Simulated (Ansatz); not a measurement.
Input:

ZrCu:
```
ZrCu
1.0
    3.21434     4.07880     0.00000
   -3.21434     4.07880     0.00000
   -1.34903     0.00000     5.14659
Zr Cu
4 4
Cartesian
  2.60620   4.07880   0.01984
 -1.90809   4.07880   5.03223
 -0.49183   6.33996   3.05204
 -0.49183   1.81764   3.05204
  0.80226   4.07880   2.30107
 -1.85402   4.07880   2.23615
  1.05224   2.03735   0.78805
  1.05224   6.12026   0.78805
```

This is the PBEsol-relaxed structure.

All from PBEsol (plane waves, PAW; program Ansatz), unless another level is named. Give the density of states at the Fermi level.

1.1 states/eV per atom (mean over ±0.08 eV).

And the formation energy from the elements (no fitted shifts)?

-0.14 eV/atom.

Space group Cm. The workflow started from a Materials Project entry (that database holds measured and hypothetical structures alike); the Crystallography Open Database copy checked does not list it. Whether it is the stable phase at ambient conditions was not checked. The PBEsol relaxation kept the symmetry of its start. At this level the phase is dynamically unstable (imaginary phonons). No spin polarisation was allowed. The references are the lowest solids computed at this level, not always the standard phases. Scalar-relativistic: spin–orbit coupling is off unless named, which matters more the heavier the elements.

Potentials: the later of the program's two PAW sets.
